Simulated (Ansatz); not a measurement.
ZrOs (CsCl type, space group No. 221) under volume change, DFT-PBEsol in the program Ansatz with PAW potentials, scaled uniformly.

```csv
V (Å³/atom),E − E(relaxed) (meV/atom),P (GPa)
15.577,___,___
16.091,47.9,15.74
16.604,11.3,7.26
17.118,0.0,0.00
17.632,10.2,-6.23
18.145,___,___
18.659,83.6,-16.15
```

**Question.** What belongs in the gaps?

**Answer.** 
- 18.145, E − E(relaxed) (meV/atom): 39.0
- 18.145, P (GPa): -11.57
- 15.577, E − E(relaxed) (meV/atom): 113.7
- 15.577, P (GPa): 25.60

**Question.** What does a third-order Birch–Murnaghan fit give for V₀, B₀ and B′?

**Answer.** V₀ = 17.12 Å³/atom, B₀ = 224 GPa, B′ = 4.1.

Space group Pm-3m (CsCl type). The workflow started from a Materials Project entry (that database holds measured and hypothetical structures alike); the Crystallography Open Database files this formula in space group No. 221, but the cells were not matched. Its standing as an ambient phase is unchecked. Symmetry was held in the PBEsol relaxation; of distortions, only those at the zone centre were tested. The run is not spin-polarised. Scalar-relativistic: spin–orbit coupling is off unless named, which matters more the heavier the elements.

Potentials: the later of the program's two PAW sets.
